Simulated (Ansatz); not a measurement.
Below is a relaxed structure of Ga2GeTeSe. The cell was found from a structure generator's guess, not taken from experiment.

Method: DFT PBE, scalar-relativistic, plane waves, PAW (Ansatz 0.2.0). Cutoff 420 eV, Γ-centred mesh, Gaussian smearing, no spin polarisation.

```cif
data_structure
_symmetry_space_group_name_H-M 'P 1'
_symmetry_Int_Tables_number 1
_cell_length_a 5.0331
_cell_length_b 6.1124
_cell_length_c 9.0714
_cell_angle_alpha 90.000
_cell_angle_beta 90.000
_cell_angle_gamma 90.000
_cell_volume 279.08
loop_
_atom_site_label
_atom_site_type_symbol
_atom_site_fract_x
_atom_site_fract_y
_atom_site_fract_z
_atom_site_occupancy
Ga1 Ga 0.50000 0.00000 0.29713 1
Ga2 Ga 0.50000 0.00000 0.70287 1
Ge1 Ge 0.00000 0.50000 0.00000 1
Te1 Te 0.50000 0.00000 0.00000 1
Se1 Se 0.50000 0.50000 0.00000 1
```

Formation energies are uncorrected and refer to the elements' standard structures at the same level.

Problem. Find its symmetry and describe it.

Solution. Pmmm (No. 47). Conventional cell: a = 5.033 Å, b = 6.112 Å, c = 9.071 Å. Around Ga lies 1 Te at 2.70 Å; around Ge lie 2 Se at 2.52 Å; Te is surrounded by 2 Ga at 2.70 Å and 2 Se at 3.06 Å; around Se lie 2 Ge at 2.52 Å and 2 Te at 3.06 Å.

Problem. What is its formation energy per atom?

Solution. +0.64 eV/atom. It can't be a ground state, since the elements alone are lower.

Problem. Is it a metal?

Solution. Yes, bands cross the Fermi level on the 8×6×4 mesh.

The last run used an 8×6×4 mesh (in the run's order of axes) for its 5-atom cell and Gaussian smearing of 0.10 eV. Weakly bound directions are ill-defined at this level, which has no dispersion term. These runs have no spin–orbit coupling, which can matter for Te. The reference forms of Se and Te are held partly by dispersion forces, which this level lacks. Symmetry constrained the relaxation, so the result can be a saddle point. Another cell of Ga2GeTeSe relaxed alike, in P4mm, lies 0.67 eV/atom lower, so this cell isn't the stable form at this level.
